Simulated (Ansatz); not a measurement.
A relaxation computed with Ansatz, from input to last step.

```yaml
crystal:
  lattice:
    - [2.0273950193, 1.1705170601, 9.398004322]
    - [-2.0273950193, 1.1705170601, 9.398004322]
    - [0.0, -2.3410341203, 9.398004322]
  atoms:
    - { symbol: "Y", position: [0.0, 0.0, 0.0] }
    - { symbol: "Y", position: [0.2095, 0.2095, 0.2095] }
    - { symbol: "Y", position: [0.7905, 0.7905, 0.7905] }
    - { symbol: Cl, position: [0.4, 0.4, 0.4] }
    - { symbol: Cl, position: [0.6, 0.6, 0.6] }
basis:
  ecutwfc: 420
kpoints:
  mp_grid: { grid: [6, 6, 6] }
hamiltonian:
  xc: pbe
scf:
  occupations: { method: gaussian, width: 0.1 }
  lower_state_search: "off"
output:
  forces: true
  stress: true
  eigenvalues: true
relax:
  adjacent_minimum: "off"
  f_tol: 0.04
  max_steps: 70
  cell: { stress_tol: 0.4 }
```

```bash
ansatz run input.yaml --threads 1 --pin off --max-ram 2560MiB --backend cpu --events-out ev --progress --plain --runs-dir out
```

The calculation used Ansatz 0.2.0, DFT PBE, scalar-relativistic, plane waves, PAW.

Of 10 frames 10 are shown, positions in Å and forces in eV/Å; the SCF threshold varies from step to step. Steps run on the plane waves of an earlier cell, with a Pulay correction in the pressure. The basis is chosen afresh for the last frame, the zero of the energies, and at times for earlier ones too; energy and pressure step there, also at an unchanged geometry.

```xyz
5
Lattice="2.0274 1.1705 9.3980 -2.0274 1.1705 9.3980 0.0000 -2.3410 9.3980" Properties=species:S:1:pos:R:3:forces:R:3 pbc="T T T" step=1 free_energy_over_end_meV_per_atom=185.36 pressure_GPa=-2.55
Y     0.0000    0.0000    0.0000    0.0000    0.0000    0.0000
Y     0.0000    0.0000    5.9066    0.0000    0.0000    0.9266
Y     0.0000    0.0000   22.2874    0.0000    0.0000   -0.9266
Cl    0.0000    0.0000   11.2776    0.0000    0.0000   -0.5559
Cl    0.0000    0.0000   16.9164    0.0000    0.0000    0.5559
5
Lattice="1.9674 1.1359 9.6350 -1.9674 1.1359 9.6350 0.0000 -2.2718 9.6350" Properties=species:S:1:pos:R:3:forces:R:3 pbc="T T T" step=2 free_energy_over_end_meV_per_atom=119.25 pressure_GPa=-2.57
Y     0.0000    0.0000    0.0000    0.0000    0.0000    0.0000
Y     0.0000    0.0000    6.2601    0.0000    0.0000   -0.6079
Y     0.0000    0.0000   22.6448    0.0000    0.0000    0.6079
Cl    0.0000    0.0000   11.3907    0.0000    0.0000   -0.2717
Cl    0.0000    0.0000   17.5142    0.0000    0.0000    0.2717
5
Lattice="1.9304 1.1145 9.6201 -1.9304 1.1145 9.6201 0.0000 -2.2290 9.6201" Properties=species:S:1:pos:R:3:forces:R:3 pbc="T T T" step=3 free_energy_over_end_meV_per_atom=98.25 pressure_GPa=-0.80
Y     0.0000    0.0000    0.0000    0.0000    0.0000    0.0000
Y     0.0000    0.0000    6.2106    0.0000    0.0000   -0.4941
Y     0.0000    0.0000   22.6495    0.0000    0.0000    0.4941
Cl    0.0000    0.0000   11.3720    0.0000    0.0000   -0.2454
Cl    0.0000    0.0000   17.4881    0.0000    0.0000    0.2454
5
Lattice="1.8802 1.0855 9.7050 -1.8802 1.0855 9.7050 0.0000 -2.1711 9.7050" Properties=species:S:1:pos:R:3:forces:R:3 pbc="T T T" step=4 free_energy_over_end_meV_per_atom=87.25 pressure_GPa=2.03
Y     0.0000    0.0000    0.0000    0.0000    0.0000    0.0000
Y     0.0000    0.0000    6.1774    0.0000    0.0000   -0.0766
Y     0.0000    0.0000   22.9376    0.0000    0.0000    0.0766
Cl    0.0000    0.0000   11.4878    0.0000    0.0000   -0.1454
Cl    0.0000    0.0000   17.6273    0.0000    0.0000    0.1454
5
Lattice="1.8650 1.0767 9.9494 -1.8650 1.0767 9.9494 0.0000 -2.1535 9.9494" Properties=species:S:1:pos:R:3:forces:R:3 pbc="T T T" step=5 free_energy_over_end_meV_per_atom=75.49 pressure_GPa=1.74
Y     0.0000    0.0000    0.0000    0.0000    0.0000    0.0000
Y     0.0000    0.0000    6.3029    0.0000    0.0000   -0.1376
Y     0.0000    0.0000   23.5452    0.0000    0.0000    0.1376
Cl    0.0000    0.0000   11.7816    0.0000    0.0000   -0.0792
Cl    0.0000    0.0000   18.0664    0.0000    0.0000    0.0792
5
Lattice="1.8252 1.0538 10.3291 -1.8252 1.0538 10.3291 0.0000 -2.1075 10.3291" Properties=species:S:1:pos:R:3:forces:R:3 pbc="T T T" step=6 free_energy_over_end_meV_per_atom=51.36 pressure_GPa=2.76
Y     0.0000    0.0000    0.0000    0.0000    0.0000    0.0000
Y     0.0000    0.0000    6.4702    0.0000    0.0000   -0.1306
Y     0.0000    0.0000   24.5170    0.0000    0.0000    0.1306
Cl    0.0000    0.0000   12.2643    0.0000    0.0000   -0.0853
Cl    0.0000    0.0000   18.7229    0.0000    0.0000    0.0853
5
Lattice="1.7833 1.0296 10.7924 -1.7833 1.0296 10.7924 0.0000 -2.0592 10.7924" Properties=species:S:1:pos:R:3:forces:R:3 pbc="T T T" step=7 free_energy_over_end_meV_per_atom=28.33 pressure_GPa=3.70
Y     0.0000    0.0000    0.0000    0.0000    0.0000    0.0000
Y     0.0000    0.0000    6.6705    0.0000    0.0000    0.3116
Y     0.0000    0.0000   25.7067    0.0000    0.0000   -0.3116
Cl    0.0000    0.0000   12.8519    0.0000    0.0000   -0.0992
Cl    0.0000    0.0000   19.5253    0.0000    0.0000    0.0992
5
Lattice="1.7852 1.0307 11.2503 -1.7852 1.0307 11.2503 0.0000 -2.0614 11.2503" Properties=species:S:1:pos:R:3:forces:R:3 pbc="T T T" step=8 free_energy_over_end_meV_per_atom=3.99 pressure_GPa=1.21
Y     0.0000    0.0000    0.0000    0.0000    0.0000    0.0000
Y     0.0000    0.0000    6.9612    0.0000    0.0000   -0.0222
Y     0.0000    0.0000   26.7896    0.0000    0.0000    0.0222
Cl    0.0000    0.0000   13.3699    0.0000    0.0000    0.0058
Cl    0.0000    0.0000   20.3809    0.0000    0.0000   -0.0058
5
Lattice="1.7950 1.0363 11.4409 -1.7950 1.0363 11.4409 0.0000 -2.0727 11.4409" Properties=species:S:1:pos:R:3:forces:R:3 pbc="T T T" step=9 free_energy_over_end_meV_per_atom=1.23 pressure_GPa=0.03
Y     0.0000    0.0000    0.0000    0.0000    0.0000    0.0000
Y     0.0000    0.0000    7.0604    0.0000    0.0000    0.0337
Y     0.0000    0.0000   27.2624    0.0000    0.0000   -0.0337
Cl    0.0000    0.0000   13.6079    0.0000    0.0000    0.0014
Cl    0.0000    0.0000   20.7149    0.0000    0.0000   -0.0014
5
Lattice="1.7950 1.0363 11.4409 -1.7950 1.0363 11.4409 0.0000 -2.0727 11.4409" Properties=species:S:1:pos:R:3:forces:R:3 pbc="T T T" step=10 free_energy_over_end_meV_per_atom=0.00 pressure_GPa=0.10
Y     0.0000    0.0000    0.0000    0.0000    0.0000    0.0000
Y     0.0000    0.0000    7.0604    0.0000    0.0000    0.0340
Y     0.0000    0.0000   27.2624    0.0000    0.0000   -0.0340
Cl    0.0000    0.0000   13.6079    0.0000    0.0000    0.0011
Cl    0.0000    0.0000   20.7149    0.0000    0.0000   -0.0011
```

The start puts this composition into another compound's structure type, which needn't suit it. At the end the space group is R-3m (tolerance 0.05 Å).

It took 99 s on 1 thread of Intel(R) Xeon(R) Platinum 8259CL CPU @ 2.50GHz (Skylake/Cascade Lake) (shared host), peak memory 0.49 GiB.

The k mesh is coarse. Spin polarisation was left out, and a magnetic state may lie lower.